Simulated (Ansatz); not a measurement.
**OsC6, before and after**

Recipe of this trial structure of OsC6: random cell by space group and Wyckoff sites (Fm-3m, No. 225). Lengths were set from tabulated atomic sizes, so they are only a guess.

start.xyz

```xyz
7
Lattice="0.0000 3.6351 3.6351 3.6351 0.0000 3.6351 3.6351 3.6351 0.0000" Properties=species:S:1:pos:R:3 pbc="T T T"
Os    0.0000    0.0000    0.0000
C     5.7832    3.6351    3.6351
C     1.4869    3.6351    3.6351
C     3.6351    5.7832    3.6351
C     3.6351    1.4869    3.6351
C     3.6351    3.6351    5.7832
C     3.6351    3.6351    1.4869
```

Level of theory: DFT PBE, scalar-relativistic, plane waves, PAW (Ansatz 0.2.0). Cutoff 420 eV, Gaussian smearing, Γ-centred meshes. Cell and atoms relax first on a coarse mesh and then on a converged one. In between, the cell is made exact in the group found at 0.06 Å. The steps can't lower the symmetry of their start. No spin polarisation.

end.xyz

```xyz
7
Lattice="0.0000 3.2011 3.2011 3.2011 0.0000 3.2011 3.2011 3.2011 0.0000" Properties=species:S:1:pos:R:3 pbc="T T T"
Os    0.0000    0.0000    0.0000
C     4.3393    3.2011    3.2011
C     2.0628    3.2011    3.2011
C     3.2011    4.3393    3.2011
C     3.2011    2.0628    3.2011
C     3.2011    3.2011    4.3393
C     3.2011    3.2011    2.0628
```

The symmetry stays Fm-3m (No. 225). The volume per atom shrinks by 31.7 %, from 13.7 to 9.4 Å³. The shortest distance goes from 1.49 Å (Os–C) to 1.61 Å (C–C). The energy falls by about 8.3 eV/atom (the start's value is from the coarse mesh).

```yaml
Volume_per_atom: 9.37 Å³
Density: 6.64 g/cm³
Energy_over_the_elements: +1.337 eV/atom
Gap_on_the_8×8×8_mesh_of_the_7-atom_cell: 0.93 eV
```

The zero of energy is the elements' standard structures at the same level; no fitted shifts are applied. A positive value: parting into the elements would lower its energy.

The last run used Gaussian smearing of 0.02 eV. Spin–orbit coupling, which can matter for Os, is left out. The reference form of C is held partly by dispersion forces, which this level lacks. A structure relaxed within its symmetry needn't be a true minimum. In all, the 4 runs took 17 s on 1 thread of Intel(R) Xeon(R) 6975P-C (Granite Rapids) (shared host).
